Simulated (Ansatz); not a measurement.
A trial cell of Ca₂FeCuC₆N₆, before relaxation:

```cif
data_structure
_symmetry_space_group_name_H-M 'P 1'
_symmetry_Int_Tables_number 1
_cell_length_a 7.2344
_cell_length_b 7.2344
_cell_length_c 7.2344
_cell_angle_alpha 60.000
_cell_angle_beta 60.000
_cell_angle_gamma 60.000
_cell_volume 267.73
loop_
_atom_site_label
_atom_site_type_symbol
_atom_site_fract_x
_atom_site_fract_y
_atom_site_fract_z
_atom_site_occupancy
Ca1 Ca 0.25000 0.25000 0.25000 1
Ca2 Ca 0.75000 0.75000 0.75000 1
Fe1 Fe 0.00000 0.00000 0.00000 1
Cu1 Cu 0.50000 0.50000 0.50000 1
C1 C 0.81058 0.18942 0.18942 1
C2 C 0.18942 0.81058 0.18942 1
C3 C 0.18942 0.18942 0.81058 1
C4 C 0.18942 0.81058 0.81058 1
C5 C 0.81058 0.18942 0.81058 1
C6 C 0.81058 0.81058 0.18942 1
N1 N 0.69622 0.30378 0.30378 1
N2 N 0.30378 0.69622 0.30378 1
N3 N 0.30378 0.30378 0.69622 1
N4 N 0.30378 0.69622 0.69622 1
N5 N 0.69622 0.30378 0.69622 1
N6 N 0.69622 0.69622 0.30378 1
```

These are results of DFT PBE, scalar-relativistic, plane waves, PAW (Ansatz), not measurements. Cutoff 420 eV, Gaussian smearing, Γ-centred meshes. Cell and atoms relax first on a coarse mesh and then on a finer one. In between, the cell is made exact in the group found at 0.06 Å. In metals the finer mesh still leaves noise of several meV/atom or more. The steps can't lower the symmetry of their start. Collinear spin, starting moments Fe 4.0; Cu 1.0 μB; they died out on the coarse mesh, so the last step has no spin.

A guess keeps its type if space group and coordination stay and the shape of the cell changes little (axis ratios within about 15 %, angles within 6°); the volume may change.

Problem. Will the relaxed cell still be of the starting type?

Solution. It keeps its type. The symmetry stays Fm-3m (No. 225). The volume per atom grows by 3.9 %, from 16.7 to 17.4 Å³. The shortest distance goes from 1.17 Å (C–N) to 1.18 Å (C–N). Counting neighbours within 15 % of an atom's shortest distance, the start has C 1, Ca 24, Cu 6, Fe 6, N 1 and the end C 1, Ca 24, Cu 6, Fe 6, N 1.

The last run used a 6×6×6 mesh for its 16-atom cell and Gaussian smearing of 0.10 eV. Trial moments died out on the coarse mesh, so the last step has no spin; another magnetic start might hold. Symmetry constrained the relaxation, so the result can be a saddle point.
